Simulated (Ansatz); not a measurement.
HfO2:
```yaml
crystal:
  lattice:
    - [5.11421, 0.00000, 0.00000]
    - [0.00000, 5.18193, 0.00000]
    - [-0.87078, 0.00000, 5.22381]
  atoms:
    - { symbol: Hf, position: [0.27620, 0.45815, 0.70826] }
    - { symbol: Hf, position: [0.72380, 0.54185, 0.29174] }
    - { symbol: Hf, position: [0.72380, 0.95815, 0.79174] }
    - { symbol: Hf, position: [0.27620, 0.04185, 0.20826] }
    - { symbol: O, position: [0.44797, 0.74233, 0.97847] }
    - { symbol: O, position: [0.55203, 0.25767, 0.02153] }
    - { symbol: O, position: [0.55203, 0.24233, 0.52153] }
    - { symbol: O, position: [0.44797, 0.75767, 0.47847] }
    - { symbol: O, position: [0.07005, 0.33376, 0.34403] }
    - { symbol: O, position: [0.92995, 0.66624, 0.65597] }
    - { symbol: O, position: [0.92995, 0.83376, 0.15597] }
    - { symbol: O, position: [0.07005, 0.16624, 0.84403] }
```

Relaxed with r²SCAN. Special points in fractions of this cell's reciprocal vectors: Γ (0.000, 0.000, 0.000); Z (0.000, 0.500, 0.000); D (0.000, 0.500, 0.500); B (0.000, 0.000, 0.500); A (-0.500, 0.000, 0.500); E (-0.500, 0.500, 0.500); C2 (-0.500, 0.500, 0.000); Y2 (-0.500, 0.000, 0.000).

**Question.** List the band energies nearest the valence-band maximum at these points for DFT-r²SCAN in the program Ansatz with PAW potentials.

**Answer.** In eV from the valence-band maximum; about four levels below and three above (degenerate sets whole), none deeper than 8.9 eV; points with the same levels are listed once.

```
k                     below                above
--  -----------------------  -------------------
Γ    -0.55 -0.52 -0.20 0.00       5.04 5.65 5.72
Z   -0.84 -0.84 -0.47 -0.47  5.56 5.56 6.12 6.12
D   -0.93 -0.93 -0.66 -0.66  5.48 5.48 5.67 5.67
B   -0.88 -0.88 -0.50 -0.50  5.27 5.27 5.78 5.78
A   -0.99 -0.99 -0.51 -0.51  4.90 4.90 6.06 6.06
E   -1.08 -1.08 -0.74 -0.74  5.09 5.09 5.80 5.80
C2  -0.96 -0.96 -0.62 -0.62  5.28 5.28 5.79 5.79
Y2  -0.75 -0.60 -0.45 -0.09       4.59 5.65 5.76
```

Space group P2_1/c. The r²SCAN relaxation kept the symmetry of its start. No spin polarisation was allowed. Scalar-relativistic: spin–orbit coupling is off unless named, which matters more the heavier the elements.

Potentials: the earlier of the program's two PAW sets.
